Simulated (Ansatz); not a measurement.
A generated cell, not matched to a known phase here, of CsSnI$_{3}$: P1 (No. 1), aP10; a = 8.674 Å, b = 8.685 Å, c = 8.810 Å, α = 60.60°, β = 60.52°, γ = 90.00°. Computed with r2SCAN (plane waves to 500 eV, PAW, scalar-relativistic; Ansatz, an electronic-structure program). Element references, the lowest calculated here: Sn (Fd-3m), Cs (Im-3m), I (Cmce).

**Question.** What formation energy of this P1 form of CsSnI3 from the elements does r2SCAN give?

**Answer.** -1.06 eV/atom.

A lower structure of this composition may exist. Known forms of CsSnI3 include space group No. 62, 221.

Static energies, no anion corrections, no zero-point energy. Values are rounded to 0.01 eV/atom. Not shown to be the ambient phase of their composition (a lower form may be missing, and a cell relaxed within its start's symmetry can be a saddle point): CsSnI3 (P1). Spin-orbit coupling is missing from these energies, which matters for elements this heavy. The compounds carry no spin polarisation.
